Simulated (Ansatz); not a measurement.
Ga3Co:
```
Ga3Co
1.0
    6.17757     0.00000     0.00000
    0.00000     6.17757     0.00000
    0.00000     0.00000     6.40549
Ga Co
12 4
Cartesian
  3.08878   0.00000   0.00000
  3.08878   0.00000   3.20274
  0.00000   3.08878   3.20274
  0.00000   3.08878   0.00000
  4.02687   2.15070   4.75636
  2.15070   4.02687   1.64913
  0.93809   0.93809   1.55362
  5.23948   5.23948   4.85187
  2.15070   4.02687   4.75636
  4.02687   2.15070   1.64913
  5.23948   5.23948   1.55362
  0.93809   0.93809   4.85187
  5.21435   0.96322   0.00000
  0.96322   5.21435   0.00000
  2.12557   2.12557   3.20274
  4.05200   4.05200   3.20274
```

Relaxed with r²SCAN.

### Question
Which orbitals make up the states near the Fermi level in the program Ansatz at the r²SCAN level (PAW)?

### Answer
Within 0.5 eV of the Fermi level: Co 3d 53 %, Ga 4p 38 %, Ga 4s 7 %. Projections are on Löwdin-orthogonalised atomic valence shells; empty p or d shells of many metals are not among them.

### Question
Tabulate the density of states.

### Answer
States/eV per cell of 16 atoms, in 0.25 eV bins, energy from the Fermi level.

```csv
E (eV),total,Co 3d,Ga 4p,Ga 4s
-7.85,3.47,0.10,1.57,1.62
-7.60,4.04,0.14,1.76,1.94
-7.35,4.29,0.19,1.81,2.09
-7.10,3.36,0.18,1.33,1.70
-6.85,4.58,0.31,1.74,2.34
-6.60,4.87,0.39,1.86,2.41
-6.35,4.15,0.40,1.55,2.04
-6.10,3.35,0.37,1.29,1.56
-5.85,4.35,0.54,1.81,1.82
-5.60,4.00,0.59,1.66,1.59
-5.35,5.85,1.10,2.16,2.40
-5.10,5.69,1.25,1.86,2.41
-4.85,3.87,0.91,1.32,1.51
-4.60,3.86,1.00,1.67,1.03
-4.35,6.21,1.92,2.81,1.22
-4.10,7.57,2.59,3.39,1.26
-3.85,5.76,2.12,2.62,0.75
-3.60,5.33,2.12,2.40,0.59
-3.35,10.02,4.54,4.28,0.89
-3.10,12.66,6.94,4.65,0.85
-2.85,14.71,9.26,4.52,0.66
-2.60,17.16,11.39,4.73,0.73
-2.35,25.55,19.28,5.13,0.74
-2.10,27.55,22.43,4.18,0.48
-1.85,10.37,6.62,3.05,0.48
-1.60,11.11,8.35,2.22,0.38
-1.35,18.32,12.37,5.14,0.52
-1.10,3.17,1.74,1.10,0.25
-0.85,0.08,0.04,0.03,0.01
-0.60,0.82,0.58,0.22,0.01
-0.35,11.34,6.90,3.91,0.40
-0.10,4.13,2.06,1.73,0.27
0.15,2.72,1.24,1.16,0.27
0.40,7.85,3.51,3.16,1.00
0.65,7.72,3.09,3.11,1.29
0.90,6.80,2.39,2.72,1.44
1.15,6.77,2.14,2.95,1.41
1.40,7.45,2.06,3.24,1.78
1.65,7.58,1.78,3.60,1.81
1.90,6.52,1.35,3.16,1.61
2.15,6.27,1.12,3.14,1.58
2.40,6.67,1.04,3.41,1.69
2.65,7.10,0.93,3.78,1.75
2.90,7.44,0.85,4.08,1.79
3.15,6.89,0.70,3.84,1.62
3.40,6.39,0.56,3.80,1.30
3.65,6.50,0.49,3.94,1.24
3.90,6.76,0.49,4.27,1.20
4.15,6.63,0.45,4.20,1.18
4.40,6.46,0.42,4.18,1.08
4.65,6.55,0.39,4.31,0.99
```

Space group P4_2/mnm. The workflow started from a Materials Project entry (that database holds measured and hypothetical structures alike); the Crystallography Open Database files this formula in space group No. 136, but the cells were not matched. Its standing as an ambient phase is unchecked. Symmetry was held in the r²SCAN relaxation; its stability against distortions is not shown here. The run is not spin-polarised. Scalar-relativistic: spin–orbit coupling is off unless named, which matters more the heavier the elements.

Potentials: the earlier of the program's two PAW sets.
